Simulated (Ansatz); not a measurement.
**Profile along the Ca–Ca line in Ca (fcc, Cu type)**

Ca (fcc, Cu type)

```
Ca
1.0
    0.00000     2.78425     2.78425
    2.78425     0.00000     2.78425
    2.78425     2.78425     0.00000
Ca
1
Direct
  0.00000   0.00000   0.00000
```

Fields along a shortest Ca–Ca line of a {100} plane (3.94 Å), from Ca to Ca, interpolated on the slice's grid (step about 0.2 Å). The numbers are results of r2SCAN (plane waves to 500 eV, PAW, scalar-relativistic; Ansatz, a first-principles code), not measurements. k mesh 14×14×14. These are valence fields of a PAW run, semicore shells included where kept as valence: close to a nucleus they are smooth pseudo fields. Ca was relaxed with its symmetry unable to fall.

| distance from Ca (Å) | valence electron density (e/Å³) | electron localisation function |
|---|---|---|
| 0.00 | 6.84 | x |
| 0.39 | 4.99 | x |
| 0.79 | 1.15 | 0.79 |
| 1.18 | 0.13 | 0.09 |
| 1.58 | 0.05 | 0.11 |
| 1.97 | 0.05 | 0.39 |
| 2.36 | 0.05 | 0.11 |
| 2.76 | 0.13 | 0.09 |
| 3.15 | 1.15 | 0.79 |
| 3.55 | 4.99 | x |
| 3.94 | 6.84 | x |

x: too close to a nucleus for the ELF to mean much.

Density on the Ca–Ca line (3.94 Å) at its midpoint: 0.05 e/Å³. ELF at that point: 0.39.
